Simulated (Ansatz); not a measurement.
**Is this structure of InB2Os3 stable?**

Atoms and cell were relaxed at zero pressure (0.3 % in volume from the start). The relaxed cell:

```xyz
6
Lattice="5.5715 0.0000 0.0000 -2.7857 4.8250 0.0000 0.0000 0.0000 2.9229" Properties=species:S:1:pos:R:3 pbc="T T T"
B     0.0000    3.2167    0.0000
B     2.7857    1.6083    0.0000
Os    2.7857    0.0000    1.4615
Os    1.3929    2.4125    1.4615
Os   -1.3929    2.4125    1.4615
In    0.0000    0.0000    0.0000
```

Space group P6/mmm (No. 191); conventional cell a = 5.571 Å, b = 5.571 Å, c = 2.923 Å, α = 90.00°, β = 90.00°, γ = 120.00°.

All energies were calculated with Ansatz 0.2.0 (r2SCAN; 500 eV; 7×7×11 Γ-centred mesh; fermi-dirac occupations of width 0.108 eV). Spin: none; no U, no spin-orbit coupling.

Q: What is its formation energy?

A: 0.272 eV an atom at 0 K against the elements' lowest computed crystals and the free molecules of gases, with no empirical correction.

Q: Does it lie on the convex hull?

A: Against the table of rival phases, relaxed alike, its height over the hull falls in the band over 100 meV an atom.

The start was: a known structure type with other elements put in, at an estimated volume. An invented cell need not be a known compound.

Caveats: differences under 20 meV an atom lie within the error of meshes and cutoff; no moments were allowed, so a magnetic state may lie lower; the relaxation keeps the start's symmetry, so a distorted cell may lie lower; no spin-orbit coupling, which can move compounds of heavy elements by tens of meV.
